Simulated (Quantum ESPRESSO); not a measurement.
## Rh3Ta2Pt2Ru (input and log of a self-consistent run)

Computed values, not a measurement. The program is pw.x of Quantum ESPRESSO 7.5 (plane-wave density functional theory). The cell is made up: eight metal atoms on a hexagonal close-packed lattice, with elements, volume, strain and displacements drawn at random and not relaxed, so it may be unstable or far from any real phase. PseudoDojo standard norm-conserving files set the functional (PBE unless stated); there is no spin polarisation or spin-orbit coupling, the Fermi-Dirac width of 0.25 eV means electrons at about 2900 K, and the masses in the input are unused placeholders. Heavy elements are run without spin-orbit coupling, which real alloys of them have. A spin test at this wide smearing found no moment, but such smearing suppresses magnetism that the real alloy may have.

Input:

```
&control calculation='scf', pseudo_dir='./dojo.nc.sr.pbe.v0_5.standard.upf', outdir='./o', disk_io='minimal', tprnfor=.true., tstress=.true. /
&system ibrav=0, nat=8, ntyp=4, nbnd=83, ecutwfc=87.97787729, nosym=.true., tot_charge=0,
 occupations='smearing', smearing='fd', degauss=0.0183746611
/
&electrons conv_thr=1.470e-08, electron_maxstep=70, mixing_beta=0.5 /
ATOMIC_SPECIES
Pt 1.0 Pt.upf
Rh 1.0 Rh.upf
Ru 1.0 Ru.upf
Ta 1.0 Ta.upf
CELL_PARAMETERS angstrom
2.7827 -0.0051 -0.0192
1.4263 -2.4001 -4.3023
1.4086 7.2296 -4.3238
ATOMIC_POSITIONS angstrom
Rh -0.0004 0.0555 -0.0147
Rh 1.4085 2.4105 -4.308
Ta 1.4423 -0.8097 -2.1519
Pt 2.7953 1.609 -6.4589
Ru 2.7768 4.8264 -4.3239
Ta 2.8369 0.0438 -4.346
Pt 2.817 1.6401 -2.1412
Rh 4.2503 4.0473 -6.4948
K_POINTS automatic
9 5 3 1 1 1
```

The log is shortened where brackets say so; the opening notice, blank lines, dates and the lines on written files are dropped, and the path of the files is cut. It prints rydbergs, bohrs and kilobars, and counts compression as positive stress. Its total energy is the free energy E - TS of the whole cell.

```
     Program PWSCF v.7.5
     Parallel version (MPI & OpenMP), running on       4 processor cores
     Number of MPI processes:                 4
     Threads/MPI process:                     1
     [start-up lines left out]
     bravais-lattice index     =            0
     lattice parameter (alat)  =       5.2587  a.u.
     unit-cell volume          =     777.1856 (a.u.)^3
     number of atoms/cell      =            8
     number of atomic types    =            4
     number of electrons       =       129.00
     number of Kohn-Sham states=           83
     kinetic-energy cutoff     =      87.9779  Ry
     charge density cutoff     =     351.9115  Ry
     scf convergence threshold =      1.5E-08
     mixing beta               =       0.5000
     number of iterations used =            8  plain     mixing
     Exchange-correlation= PBE
                           (   1   4   3   4   0   0   0)
     [axes and pseudopotential details left out]
   Cartesian axes
     site n.     atom                  positions (alat units)
         1        Rh     tau(   1) = (  -0.0001437   0.0199441  -0.0052825  )
         2        Rh     tau(   2) = (   0.5061502   0.8662229  -1.5480973  )
         3        Ta     tau(   3) = (   0.5182963  -0.2909690  -0.7732940  )
         4        Pt     tau(   4) = (   1.0045024   0.5782007  -2.3210319  )
         5        Ru     tau(   5) = (   0.9978543   1.7343864  -1.5538110  )
         6        Ta     tau(   6) = (   1.0194515   0.0157397  -1.5617527  )
         7        Pt     tau(   7) = (   1.0123004   0.5893766  -0.7694489  )
         8        Rh     tau(   8) = (   1.5273625   1.4544137  -2.3339327  )
     number of k points=    68  Fermi-Dirac smearing, width (Ry)=  0.0184
                       cart. coord. in units 2pi/alat
        k(    1) = (   0.0551982   0.0192391  -0.0571145), wk =   0.0296296
        k(    2) = (   0.0555870  -0.1731722   0.0503538), wk =   0.0296296
     [further k points left out]
     Dense  grid:    86671 G-vectors     FFT dimensions: (  32,  60, 100)
     Estimated max dynamical RAM per process >     407.92 MB
     Estimated total dynamical RAM >       1.53 GB
     Initial potential from superposition of free atoms
     starting charge     128.9952, renormalised to     129.0000
     Starting wfcs are   80 randomized atomic wfcs +    3 random wfcs
     total cpu time spent up to now is       12.4 secs
     per-process dynamical memory:   333.7 Mb
     Self-consistent Calculation
     iteration #  1     ecut=    87.98 Ry     beta= 0.50
     Davidson diagonalization with overlap
     ethr =  1.00E-02,  avg # of iterations =  3.0
     total cpu time spent up to now is       47.4 secs
     total energy              =   -1685.44036705 Ry
     estimated scf accuracy    <       5.54821610 Ry
     iteration #  2     ecut=    87.98 Ry     beta= 0.50
     Davidson diagonalization with overlap
     ethr =  4.30E-03,  avg # of iterations =  4.8
     total cpu time spent up to now is       88.9 secs
     total energy              =   -1681.32627988 Ry
     estimated scf accuracy    <     129.16761540 Ry
     iteration #  3     ecut=    87.98 Ry     beta= 0.50
     Davidson diagonalization with overlap
     ethr =  4.30E-03,  avg # of iterations =  4.9
     total cpu time spent up to now is      130.0 secs
     total energy              =   -1688.19690569 Ry
     estimated scf accuracy    <       7.78688710 Ry
     iteration #  4     ecut=    87.98 Ry     beta= 0.50
     Davidson diagonalization with overlap
     ethr =  4.30E-03,  avg # of iterations =  1.8
     total cpu time spent up to now is      158.9 secs
     total energy              =   -1688.75988951 Ry
     estimated scf accuracy    <       0.37988170 Ry
     iteration #  5     ecut=    87.98 Ry     beta= 0.50
     Davidson diagonalization with overlap
     ethr =  2.94E-04,  avg # of iterations =  4.2
     total cpu time spent up to now is      194.0 secs
     total energy              =   -1688.76643750 Ry
     estimated scf accuracy    <       0.85813386 Ry
     [iterations 6 to 14 left out]
     iteration # 15     ecut=    87.98 Ry     beta= 0.50
     Davidson diagonalization with overlap
     ethr =  3.80E-10,  avg # of iterations =  2.0
     total cpu time spent up to now is      489.9 secs
     total energy              =   -1688.83278023 Ry
     estimated scf accuracy    <       0.00000224 Ry
     iteration # 16     ecut=    87.98 Ry     beta= 0.50
     Davidson diagonalization with overlap
     ethr =  3.80E-10,  avg # of iterations =  2.0
     total cpu time spent up to now is      520.5 secs
     total energy              =   -1688.83278032 Ry
     estimated scf accuracy    <       0.00000050 Ry
     iteration # 17     ecut=    87.98 Ry     beta= 0.50
     Davidson diagonalization with overlap
     ethr =  3.80E-10,  avg # of iterations =  1.0
     total cpu time spent up to now is      547.4 secs
     total energy              =   -1688.83278034 Ry
     estimated scf accuracy    <       0.00000058 Ry
     iteration # 18     ecut=    87.98 Ry     beta= 0.50
     Davidson diagonalization with overlap
     ethr =  3.80E-10,  avg # of iterations =  1.0
     total cpu time spent up to now is      574.3 secs
     total energy              =   -1688.83278036 Ry
     estimated scf accuracy    <       0.00000033 Ry
     iteration # 19     ecut=    87.98 Ry     beta= 0.50
     Davidson diagonalization with overlap
     ethr =  2.54E-10,  avg # of iterations =  1.0
     total cpu time spent up to now is      602.3 secs
     End of self-consistent calculation
     [lines on levels left out]
!    total energy              =   -1688.83278038 Ry
     estimated scf accuracy    <          7.1E-09 Ry
     smearing contrib. (-TS)   =      -0.11793109 Ry
     internal energy E=F+TS    =   -1688.71484929 Ry
     The total energy is F=E-TS. E is the sum of the following terms:
     one-electron contribution =    -338.04864232 Ry
     hartree contribution      =     261.07320470 Ry
     xc contribution           =    -302.62477405 Ry
     ewald contribution        =   -1309.11463761 Ry
     convergence has been achieved in  19 iterations
     Forces acting on atoms (cartesian axes, Ry/au):
     atom    1 type  2   force =     0.00594689   -0.04135076    0.02566251
     atom    2 type  2   force =     0.00093755    0.01905457   -0.01212246
     atom    3 type  4   force =    -0.00471177   -0.03300765    0.07401143
     atom    4 type  1   force =     0.00790346    0.04386088   -0.02329295
     atom    5 type  3   force =     0.01047998    0.01279427   -0.01949411
     atom    6 type  4   force =    -0.00076533    0.01848177   -0.01363257
     atom    7 type  1   force =    -0.00564670   -0.02112633   -0.04115790
     atom    8 type  2   force =    -0.01414408    0.00129324    0.01002604
     Total force =     0.125255     Total SCF correction =     0.000669
     Computing stress (Cartesian axis) and pressure
          total   stress  (Ry/bohr**3)                   (kbar)     P=      219.46
   0.00124639   0.00006307   0.00012661          183.35        9.28       18.63
   0.00006307   0.00109595  -0.00005359            9.28      161.22       -7.88
   0.00012661  -0.00005359   0.00213316           18.63       -7.88      313.80
     init_run     :     10.65s CPU     11.11s WALL (       1 calls)
     electrons    :    575.98s CPU    589.93s WALL (       1 calls)
     forces       :      4.43s CPU      4.46s WALL (       1 calls)
     stress       :     15.93s CPU     15.99s WALL (       1 calls)
     [timing details left out]
     PWSCF        :  10m 8.27s CPU  10m22.92s WALL
     JOB DONE.
```

In other units: free energy -22977.741 eV for the cell, pressure 21.95 GPa, largest force component 1.903 eV/Å in size. The run took 625 s of wall time with four MPI processes on a shared machine (Intel Xeon, older, virtual cores), so the time is rough. A rerun of this cell at a higher cutoff and on a denser mesh moved values by no more than 0.005 eV in energy, 0.09 GPa in stress and 0.008 eV/Å in force, and a second program with other atomic files agreed on that cell to 2 % rms in force and 0.5 GPa in pressure.